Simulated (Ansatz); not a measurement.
**C: computed property card**

C:
```cif
data_C136
_chemical_formula_sum 'C136'
_space_group_name_H-M_alt 'Fd-3m :1'
_space_group_IT_number 227
_space_group_name_Hall 'F 4d 2 3 -1d'
_cell_length_a 9.64007
_cell_length_b 9.64007
_cell_length_c 9.64007
_cell_angle_alpha 90.000
_cell_angle_beta 90.000
_cell_angle_gamma 90.000
loop_
_atom_site_label
_atom_site_type_symbol
_atom_site_symmetry_multiplicity
_atom_site_Wyckoff_symbol
_atom_site_fract_x
_atom_site_fract_y
_atom_site_fract_z
_atom_site_occupancy
C1 C 8 b 0.50000 0.50000 0.50000 1
C2 C 32 e 0.40853 0.40853 0.40853 1
C3 C 96 g 0.05812 0.05812 0.25490 1
```
(The calculation used a cell of 34 atoms; values per cell refer to that cell.)

Space group Fd-3m (No. 227); conventional cell a = b = c = 9.640 Å, α = β = γ = 90.00°.

Method: plane-wave PAW PBE (Ansatz code). Geometry: relaxed at this level of theory. Other levels are named where they apply.

### Cell and energy

| Quantity | Value |
|---|---|
| Volume per atom | 6.59 Å³ |
| Density | 3.03 g/cm³ |

### Electronic structure

| Property | Result |
|---|---|
| Band gap | 3.76 eV (indirect) |
| Valence-band maximum | at L |
| Conduction-band minimum | at Γ |
| Smallest direct gap on the standard path | 3.79 eV |
| Electron effective mass, band 1 of 3 at the edge | 1.5 along [100], 1.9 along [110], 2.1 along [111] (mₑ) |
| Electron effective mass, band 2 of 3 at the edge | 0.52 along [100], 0.52 along [110], 0.50 along [111] (mₑ) |
| Electron effective mass, band 3 of 3 at the edge | 0.52 along [100], 0.49 along [110], 0.50 along [111] (mₑ) |
| Hole effective mass | 0.54, 0.54, 2.9 mₑ (principal values) |

### Mechanics

| Quantity | Value |
|---|---|
| Bulk modulus (Birch–Murnaghan fit) | 371 GPa |
| Pressure derivative B′ | 3.7 |

The start of the workflow was typed in or built on a structure type. Its sites differ from those of the usual phase in this space group: another stacking or structure type. Symmetry was held in the PBE relaxation; whether a distortion lowers the energy is not shown.

Potentials: the later of the program's two PAW sets.
